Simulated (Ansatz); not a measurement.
Profile along the C–Si line in SiC (zinc blende)

SiC (zinc blende)

```yaml
crystal:
  lattice:
    - [0.00000, 2.17831, 2.17831]
    - [2.17831, 0.00000, 2.17831]
    - [2.17831, 2.17831, 0.00000]
  atoms:
    - { symbol: C, position: [0.75000, 0.75000, 0.75000] }
    - { symbol: Si, position: [0.00000, 0.00000, 0.00000] }
```

Fields along a shortest C–Si line of a {110} plane (1.89 Å), from C to Si, interpolated on the slice's grid (step about 0.2 Å). Calculation: r2SCAN (plane waves to 500 eV, PAW, scalar-relativistic; Ansatz, an electronic-structure program). k mesh 13×13×13. Near the nuclei the fields are pseudised (PAW); where an atom keeps semicore shells as valence, they peak there. SiC was relaxed with its symmetry unable to fall. The PAW data are Ansatz's earlier set.

```tsv
distance from C (Å)	valence electron density (e/Å³)	electron localisation function
0.00	1.41	x
0.09	1.48	x
0.19	1.62	x
0.28	1.74	x
0.38	1.75	x
0.47	1.68	0.71
0.57	1.51	0.83
0.66	1.32	0.89
0.76	1.15	0.92
0.85	1.01	0.93
0.94	0.90	0.93
1.04	0.80	0.92
1.13	0.70	0.89
1.23	0.59	0.82
1.32	0.46	0.68
1.42	0.35	0.49
1.51	0.25	x
1.61	0.18	x
1.70	0.14	x
1.80	0.12	x
1.89	0.12	x
```

x: too close to a nucleus for the ELF to mean much.

Density on the C–Si line (1.89 Å) at its midpoint: 0.90 e/Å³. ELF at that point: 0.9. ELF maximum in the middle third of the C–Si line: 0.93, 0.9 Å from C.
